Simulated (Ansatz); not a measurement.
## What DFT gives for SiH₂O₄

```
CELL_PARAMETERS angstrom
-2.65955 0.00000 4.47440
2.65955 0.00000 4.47440
2.65955 5.20948 0.00000
ATOMIC_POSITIONS crystal
H 0.48160 0.48160 0.25000
H 0.76840 0.76840 0.25000
H 0.51840 0.51840 0.75000
H 0.23160 0.23160 0.75000
Si 0.12500 0.12500 0.25000
Si 0.87500 0.87500 0.75000
O 0.32290 0.14010 0.09760
O 0.14010 0.32290 0.40240
O 0.26230 0.77470 0.40240
O 0.77470 0.26230 0.09760
O 0.67710 0.85990 0.90240
O 0.85990 0.67710 0.59760
O 0.73770 0.22530 0.59760
O 0.22530 0.73770 0.90240
```

Method: r2SCAN, no spin polarisation; PAW, plane waves to 500 eV, 6×6×6 Γ-centred mesh, tetrahedron occupations (Ansatz 0.2.0), atoms fixed.

(1) What does the stress say?

(2) How is the charge shared?

(3) What happens at the Fermi level?

(4) Is it stable against the elements?

(5) Which atom feels the largest force, and which way?

Origin: a known structure type with other elements, at an estimated volume, so it need not be a known compound. Caveats: empty levels are not fully converged; many states at the Fermi level without spin polarisation, so a magnetic state may lie lower; atoms or cell far from equilibrium; forces and stress under tetrahedra may miss the slope of the energy.

Results:

(1) The pressure is 13.8 GPa (compression positive), so with the atoms held at these fractions the cell would first expand; the forces are large, so a full relaxation may end otherwise. The principal stresses -6.4, 14.7, 33.1 GPa differ, so its shape would change too.

(2) Bader charges in e: Si +3.35, H +0.59, O -1.13. In the mean Si gives up most and O takes most.

(3) It is a metal, with about 10 states/eV a cell as the mean within 0.25 eV of the Fermi level, mostly O p (97 %).

(4) -0.08 eV an atom against the elements' usual phases (free molecules for gases, crystals otherwise, with no correction for O₂ or N₂), so it is bound against them; other compounds may still compete. Relaxing would lower it.

(5) The largest is on O12 (and as large on other atoms): 5.44 eV/Å, components (-3.07, -3.36, -2.98). It makes 173° with the line to a nearest neighbour, Si6 at 1.53 Å, pointing away from it.
